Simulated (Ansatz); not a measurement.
A geometry of Ge away from equilibrium: the start of the relaxation of a relaxed Ge cell with every coordinate shifted by Gaussian noise of σ = 0.1 Å. These are r2SCAN (plane waves to 500 eV, PAW, scalar-relativistic; Ansatz, a quantum-chemistry and plane-wave program) values and carry that method's errors. Γ-centred k-mesh 7×7×7 on the run's cell (coarser than for final values), Fermi–Dirac smearing 0.05 eV.

```xyz
2
Lattice="0.0000 2.8363 2.8363 2.8363 0.0000 2.8363 2.8363 2.8363 0.0000" Properties=species:S:1:pos:R:3:forces:R:3 pbc="T T T" free_energy=-8605.791 pressure_GPa=0.1
Ge     2.7916     2.8594     2.9011    0.4336   -0.0476   -0.5338
Ge     4.2490     4.2679     4.2716   -0.4336    0.0476    0.5338
```

Positions in Å, forces in eV/Å, free energy of the cell in eV (comparable only within this code, potentials and settings). Largest force: 0.69 eV/Å, on Ge1, Ge2 (atoms numbered as listed); the geometry lies 0.01 eV/atom above the end of its relaxation.

No spin polarisation in the result.

The run could not lose the symmetry of its start.
